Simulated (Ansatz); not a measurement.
TiS$_{2}$:
```yaml
crystal:
  lattice:
    - [3.31477, 0.00000, 0.00000]
    - [-1.65739, 2.87068, 0.00000]
    - [0.00000, 0.00000, 5.44636]
  atoms:
    - { symbol: Ti, position: [0.00000, 0.00000, 0.00000] }
    - { symbol: S, position: [0.33333, 0.66667, 0.26092] }
    - { symbol: S, position: [0.66667, 0.33333, 0.73908] }
```

Relaxed with LDA.

Q: Map the electron localisation function on the plane through (0.000, 0.000, 0.000) spanned by u = [0, 0, 1] and v = [1, -1, 0] in lattice vectors, from LDA (plane waves, PAW; program Ansatz).

A: x is the fraction of u, y of v (the angle between them is 90°; rows are the nearest grid lines); atoms in the plane: Ti at (0.00, 0.00), S at (0.26, 0.33), S at (0.74, 0.67).
```
|0156300000000000000000036510|
|0266300010000000001110036620|
|6653101111000001235554223676|
|4321011111000002577888632344|
|1000111110000025789999874211|
|1000111110000137999999987421|
|3211000000000379998424788763|
|4210000000000489996000478864|
|4210000000001489996000378864|
|4211110000000379997212588864|
|3223455554310137999888988743|
|2245778887641114789999887532|
|2357889999874111467888775422|
|3478898889997310134555543223|
|4688852127999730000000111124|
|4688730006999841000000000124|
|4688740006999840000000000124|
|3678874248999730000000001123|
|1247899999997310000111110001|
|1124789999875200000111110001|
|4432368887752000001111101234|
|6763224555321000001111013566|
|0266300111000000000100036620|
|0156300000000000000000036510|
```
Scale: ten equal steps from 0.001 (start of '0') to 0.913 (end of '9'), in the order '0123456789'; x runs from 0.000 to 1.00, y from 0.000 (bottom) to 1.00 (top).

The density is the valence pseudo-density with augmentation charge, so density and ELF within about 1 Å of a nucleus are not all-electron values.

Space group P-3m1 (CdI2 type). Symmetry was held in the LDA relaxation. No spin polarisation was allowed. A crystal of weakly bound layers computed without a dispersion correction: the cell and the soft elastic constants depend strongly on that.

Potentials: the later of the program's two PAW sets.
